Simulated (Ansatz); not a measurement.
Structure map: energy, volume and gap of polymorphs

A short materials screen. Relaxing one composition in several structure types shows which are competitive, which pressure would favour, and how volume and gap change with structure.

The yardstick is NbAs, I4₁md tI8. The reference is the lowest phase computed, which need not be the stable form in nature.

Data:

Computed with Ansatz, a plane-wave PAW program. energy: PBE, total energy at 0 K with the change to a 700 eV cutoff added (comparable within one formula alone); volume per atom: PBE, relaxed cell; gap: PBE; bulk modulus: PBE, equation-of-state fit.

The figures follow from the printed values by these rules: ΔE = E − E_ref; ΔV = V − V_ref; temperature scale ΔE/k_B = 11.605 K/meV × ΔE.

| crystal | E (eV/atom) | V (Å³/atom) | gap (eV) | B₀ (GPa) | ΔE (meV/atom) | ΔV (Å³/atom) | ΔE/k_B (K) |
|---|---|---|---|---|---|---|---|
| NbAs, I4₁md tI8, reference | −4704.902 | 17.72 | 0.00 | 160 | 0.0 | 0.00 | 0 |
| NbAs, CrB type, Cmcm | −4704.682 | 18.00 | 0.00 | – | 220 | 0.28 | 2600 |
| NbAs, CsCl type | −4704.637 | 16.65 | 0.00 | 165 | 265.0 | −1.07 | 3100 |
| NbAs, CoSn type, P6/mmm | −4704.528 | 19.70 | 0.00 | 136 | 374.0 | 1.98 | 4300 |

Started from generated or typed cells, with no claim that the phase is known: NbAs, CrB type, Cmcm; NbAs, CsCl type; NbAs, CoSn type, P6/mmm. No gap (0.00) means none at this level, which can close a small real gap. Spin–orbit coupling is left out unless named.

Worked example:

Worked for NbAs, CrB type, Cmcm:

1. ΔE = 1000 × (−4704.682 − (−4704.902)) = 220 meV/atom
2. ΔV = 18.00 − 17.72 = 0.28 Å³/atom
3. ΔE/k_B: 11.605 × 220 = 2600 K

Result:

By ΔE (lowest first): NbAs, I4₁md tI8 (0.0 ± 5.0), NbAs, CrB type, Cmcm (220 ± 5.0), NbAs, CsCl type (265.0 ± 5.0), NbAs, CoSn type, P6/mmm (374.0 ± 5.0). The ± follows from allowances picked for this note (energy 0.004 eV/atom, 3 meV/atom on the figure itself), carried to first order and added in quadrature, each row's own inputs moving alone; ≈ joins neighbours closer than their two ± added in quadrature.

Pareto front for low ΔE and low volume per atom: NbAs, I4₁md tI8 (0.0, 17.72); NbAs, CsCl type (265.0, 16.65). The reference is on the front.

Denser than the reference, so favoured by pressure; with fixed volumes the enthalpies cross at P ≈ 0.1602 ΔE/|ΔV|: NbAs, CsCl type 0.1602 × 265.0/1.07 = 40 GPa. Each is against the reference alone, so another phase may come first, and differences in compressibility move them.

Caveats:

Vibrational free energy is left out, and phases that were not computed could lie lower. Rows are a sample of the computed phases of this formula. Limits of the draw: a spread of over 30 meV/atom, none over 0.9 eV/atom above the reference, within 8 meV/atom of the lowest or within 3 meV/atom of a neighbour. As a rule kept out of such tables: 4f compounds, open-shell compounds run without a Hubbard term, cells found unstable in the tests at hand, cells close to a higher symmetry, and runs set to a pressure or over 12 % in volume from the crystal's fullest run. A dash marks a value that is not given here.
